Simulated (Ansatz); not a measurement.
The relaxed structure here is a generated cell of Co2Si: the first start was made by placing the elements on the sites of a structure type, and the end was not matched to a known phase here, so it may be hypothetical.

The end point of a relaxation of Co2Si. Space group Immm (No. 71), AFLOW prototype AB2_oI6_71_a_g (as in MoPt2). These are r2SCAN (plane waves to 500 eV, PAW, scalar-relativistic; Ansatz, an electronic-structure program) values and carry that method's errors.

```xyz
3
Lattice="-1.2849 1.7051 3.6480 1.2849 -1.7051 3.6480 1.2849 1.7051 -3.6480" Properties=species:S:1:pos:R:3 pbc="T T T"
Si     0.0000     0.0000     0.0000
Co     0.0000     0.0000     4.8438
Co     0.0000     0.0000     2.4521
```

```json
{
 "volume_per_atom": "10.66 Å³",
 "density": "7.58 g/cm³",
 "band_gap": "no gap (metallic)",
 "magnetic_moment": "net 0.79 μB/atom, ferromagnetic",
 "shortest_distances": "Co–Co 2.39 Å; Co–Si 2.45 Å; Si–Si 2.57 Å",
 "k-mesh": "16×16×16"
}
```

Spin state reached: ferromagnetic (net 0.79 μB/atom), from parallel starting moments; other spin orders were not run from this start. r2SCAN tends to overstate moments in metals.

The run could not lose the symmetry of its start; a randomly shaken copy of 6 atoms returns to this structure.
